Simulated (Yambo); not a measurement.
Yambo run on CsHgF3 (cubic perovskite, space group Pm-3m, No. 221). The wavefunctions are PBEsol (Quantum ESPRESSO, PseudoDojo norm-conserving, 84 Ry, no spin-orbit coupling) ones on a 4×4×4 mesh (25 occupied bands); a = b = c = 4.5954 Å, α = β = γ = 90.00°.

Yambo input:

```
rim_cut
gw0
dyson
el_el_corr
HF_and_locXC
ppa
em1d
RandQpts= 1000000
RandGvec= 1 Ry
EXXRLvcs= 84 Ry
VXCRLvcs= 336 Ry
Chimod= "HARTREE"
% BndsRnXp
 5 | 72 |
%
NGsBlkXp= 7 Ry
% LongDrXp
 1.0 | 1.0 | 1.0 |
%
PPAPntXp= 27.2114 eV
% GbndRnge
 1 | 147 |
%
GTermKind= "BG"
DysSolver= "n"
ExtendOut
% QPkrange
 1 | 1 | 25 | 26 |
 10 | 10 | 25 | 25 |
%
```

k points by index: 1 = Γ, 10 = R.

Resulting energies as the program prints them:

```
#    K-point    Band    Eo [eV]    E [eV]    E-Eo [eV]    Vxc [eV]    Vnlxc [eV]    Sc|Eo [eV]    Sc|E [eV]    dSc/dw|Eo [eV]    Re(Z)    Im(Z)
#
    1    25    -2.025621    -3.375233    -1.349611    -21.51275    -29.11988    5.807643    6.257517    -9.069375    0.750020    -0.001339
    1    26    0.545449    1.703098    1.157649    -13.31215    -9.167857    -2.767364    -2.986649    -5.154061    0.840753    -0.001147
    10    25    0.000000    -0.930953    -0.930953    -24.72508    -30.36077    4.442951    4.704735    -7.650444    0.780546    -0.001600
```
(The two width columns are left out.) Convergence of these settings isn't established.

Geometry of the Materials Project entry, not relaxed at this level.
